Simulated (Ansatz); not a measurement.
Mo:
```
Mo
1.0
   -1.56467     1.56467     1.56467
    1.56467    -1.56467     1.56467
    1.56467     1.56467    -1.56467
Mo
1
Direct
  0.00000   0.00000   0.00000
```

Relaxed with PBEsol. Special points in fractions of this cell's reciprocal vectors: Γ (0.000, 0.000, 0.000); H (0.500, -0.500, 0.500); N (0.000, 0.000, 0.500); P (0.250, 0.250, 0.250).

### Question
List the band energies nearest the Fermi level at these points for the program Ansatz at the PBEsol level (PAW).

### Answer
In eV from the Fermi level; about four levels below and three above (degenerate sets whole), none deeper than 8.9 eV; … stands for higher levels left out; points with the same levels are listed once.

| k | below | above |
|---|---|---|
| Γ | -7.36 -1.43 -1.43 -1.43 | … |
| H | -5.64 -5.64 | … |
| N | -5.49 -3.53 | 1.66 1.71 … |
| P | -2.70 -2.70 -2.70 | … |

Space group Im-3m (bcc (W type)). The cell was relaxed with PBEsol under the symmetry of its start. The run is not spin-polarised. Scalar-relativistic: spin–orbit coupling is off unless named, which matters more the heavier the elements.

Potentials: the later of the program's two PAW sets.
